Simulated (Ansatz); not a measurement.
Relaxed-ion elastic tensor of AlP (zinc blende, F-43m) in GPa (Voigt order), DFT-PBEsol in the program Ansatz with PAW potentials; density 2.35 g/cm³, 20.46 Å³ per atom.

```
 128  66.4  66.4   0.0   0.0   0.0
66.4   128  66.4   0.0   0.0   0.0
66.4  66.4   128   0.0   0.0   0.0
 0.0   0.0   0.0  59.5   0.0   0.0
 0.0   0.0   0.0   0.0  59.5   0.0
 0.0   0.0   0.0   0.0   0.0  59.5
```

Is the crystal mechanically stable?

Yes: the smallest eigenvalue of C is 59.5 GPa.

Work out the Voigt, Reuss and Hill averages.

K_V = 86.9, K_R = 86.9, K_H = 86.9; G_V = 48.0, G_R = 43.4, G_H = 45.7 GPa.

Give Young's modulus, Poisson's ratio, Pugh's ratio and the universal anisotropy index.

E = 9KG/(3K + G) = 117 GPa; ν = 0.28; K/G = 1.90 (ductile by the Pugh limit of 1.75); A_U = 5G_V/G_R + K_V/K_R − 6 = 0.54.

Estimate the sound speeds and the Debye temperature.

v_l = √((K + 4G/3)/ρ) = 7930 m/s, v_t = √(G/ρ) = 4410 m/s, mean 4910 m/s; Θ = (h/k)(3n/4πV)^(1/3) v_m = 534 K.

Give the Zener ratio and Young's modulus along [100], [110] and [111].

A = 2C44/(C11 − C12) = 1.93; 1/E = S11 − 2(S11 − S12 − S44/2)Γ with Γ = 0, 1/4, 1/3 gives 82.8, 122, 145 GPa.

The PBEsol relaxation kept the symmetry of its start.

Potentials: the later of the program's two PAW sets.
